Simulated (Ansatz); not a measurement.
BP (rock salt, Fm-3m) at seven volumes, DFT-PBE in the program Ansatz with PAW potentials, scaled uniformly. One row is withheld.

```json
[
 {"V (Å³/atom)": "9.162", "P (GPa)": "18.78"},
 {"V (Å³/atom)": "9.464", "P (GPa)": "11.61"},
 {"V (Å³/atom)": "9.766", "P (GPa)": "5.36"},
 {"V (Å³/atom)": "10.068", "P (GPa)": "0.00"},
 {"V (Å³/atom)": "10.370", "P (GPa)": "-4.45"},
 {"V (Å³/atom)": "10.672", "P (GPa)": "?"},
 {"V (Å³/atom)": "10.974", "P (GPa)": "-11.67"}
]
```

Problem. Fit the shown pressures and predict the withheld one.

Solution. P = (3/2)B₀(x^(7/2) − x^(5/2))[1 + (3/4)(B′ − 4)(x − 1)] with x = (V₀/V)^(2/3). Least squares on the six rows gives V₀ = 10.072 Å³/atom, B₀ = 163 GPa, B′ = 4.19. At V = 10.672, x = 0.9622 and P = -8.36 GPa. The run itself gave -8.28 GPa.

The start of the workflow was typed in or built on a structure type; neither database checked (COD, Materials Project) lists it. It is not the phase usual at ambient conditions (space group No. 216). The PBE relaxation kept the symmetry of its start; its stability against distortions is not shown here. Its formation energy is positive at this level, so the cell may be metastable or incomplete.

Potentials: the earlier of the program's two PAW sets.
